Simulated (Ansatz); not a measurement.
TePb:
```cif
data_Pb4Te4
_chemical_formula_sum 'Te4 Pb4'
_space_group_name_H-M_alt 'Fm-3m'
_space_group_IT_number 225
_space_group_name_Hall '-F 4 2 3'
_cell_length_a 6.44276
_cell_length_b 6.44276
_cell_length_c 6.44276
_cell_angle_alpha 90.000
_cell_angle_beta 90.000
_cell_angle_gamma 90.000
loop_
_atom_site_label
_atom_site_type_symbol
_atom_site_symmetry_multiplicity
_atom_site_Wyckoff_symbol
_atom_site_fract_x
_atom_site_fract_y
_atom_site_fract_z
_atom_site_occupancy
Te1 Te 4 a 0.00000 0.00000 0.00000 1
Pb1 Pb 4 b 0.50000 0.50000 0.50000 1
```
(The calculation used a cell of 2 atoms; values per cell refer to that cell.)

This is the PBEsol-relaxed structure.

Q: All from PBEsol (plane waves, PAW; program Ansatz), unless another level is named. Give the HSE06 gap on the PBEsol cell.

A: 1.09 eV.

Q: And the hole effective mass?

A: 0.072, 0.072, 0.39 mₑ (principal values).

Q: And the electron effective mass with spin–orbit coupling?

A: 0.032, 0.032, 0.83 mₑ (principal values).

Q: Next, the formation energy from the elements (no fitted shifts)?

A: -0.36 eV/atom.

Q: What about the weight of the valence-edge state by species (Voronoi cells)?

A: Te 67 %, Pb 33 %.

Symmetry was held in the PBEsol relaxation. The references are the lowest solids computed at this level, not always the standard phases. Spin–orbit coupling is left out wherever it is not named.

Potentials: the later of the program's two PAW sets.
